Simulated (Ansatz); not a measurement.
With PBEsol (plane waves, PAW; program Ansatz), Bi in the fcc (Cu type) structure (Fm-3m) relaxes to a = 4.946 Å. Bi has 12 nearest neighbours from 3.50 Å (cuboctahedral).

Electronic character: metallic (no gap). Gap from PBEsol with spin–orbit coupling: none (metallic).

The bulk modulus is 58.5 GPa. The relaxed-ion elastic constants in GPa are C11 = 51.5, C12 = 62.3, C44 = 7.2.

The start of the workflow was typed in or built on a structure type; neither database checked (COD, Materials Project) lists it. It is not the phase usual at ambient conditions (space group No. 166). The PBEsol relaxation kept the symmetry of its start. At this level the phase is mechanically unstable. As this level gives no gap, shear constants depend on the k-mesh and smearing (Fermi–Dirac, 0.1 eV here). Scalar-relativistic: spin–orbit coupling is off unless named, which matters more the heavier the elements.

Potentials: the later of the program's two PAW sets.
